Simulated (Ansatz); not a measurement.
**Scan of one atom of the cell for CoSn (CoSn type, space group P6/mmm)**

Starting cell, CoSn (CoSn type, space group P6/mmm):

```
CoSn
1.0
    5.24162     0.00000     0.00000
   -2.62081     4.53938     0.00000
    0.00000     0.00000     4.18794
Co Sn
3 3
Direct
  0.50000   0.00000   0.00000
  0.50000   0.50000   0.00000
  0.00000   0.50000   0.00000
  0.00000   0.00000   0.00000
  0.33333   0.66667   0.50000
  0.66667   0.33333   0.50000
```

In each cell atom 1 (Co, nearest neighbour Sn at 2.583 Å; its periodic images, 4.2 Å or more away, move with it) moves by s·(0.000, 0.000, 1.000) (along Cartesian z), the rest being held.

These are r2SCAN (plane waves to 500 eV, PAW, scalar-relativistic; Ansatz, a first-principles code) values and carry that method's errors. k mesh 8×8×9 (Γ-centred), Fermi-Dirac smearing 0.05 eV. E stands for the smeared free energy. Stress and pressure are positive under compression. With partly filled bands, energies and forces of such displacements shift with the k mesh and the smearing. F∥ is the force on the atom along that direction. CoSn is run without spin polarisation. CoSn was relaxed with its symmetry unable to fall. The zero of ΔE is the undisplaced structure.

| s (Å) | ΔE (eV/cell) | F∥ (eV/Å) | P (GPa) |
|---|---|---|---|
| -0.520 | 1.384 | 6.633 | 7.5 |
| -0.416 | 0.804 | 4.597 | 4.6 |
| -0.312 | 0.414 | 2.985 | 2.5 |
| -0.208 | 0.170 | 1.746 | 1.1 |
| -0.104 | 0.040 | 0.792 | 0.3 |
| 0.000 | 0.000 | 0.000 | 0.0 |
| 0.104 | 0.040 | -0.792 | 0.3 |
| 0.208 | 0.170 | -1.746 | 1.1 |
| 0.312 | 0.414 | -2.985 | 2.5 |
| 0.416 | 0.804 | -4.597 | 4.6 |
| 0.520 | 1.384 | -6.633 | 7.5 |

What the scan shows:

Energy at s = 0.520 Å: 1384 meV/cell
Force along the line at s = -0.520 Å: 6.63 eV/Å
Symmetry of the curve: even: the same for both signs
Shape of the curve: a single well with its minimum at or next to zero displacement
Force constant k = d²E/ds² at s = 0 (finite differences): 7.35 eV/Å²
Harmonic estimate at the end of the scan: ½ks² = 994 meV/cell against the computed 1384 meV/cell, so the well is stiffer than harmonic there

(A displaced cell: forces are minus the slopes of the energy, force constants its curvatures, and phonons follow from these.)
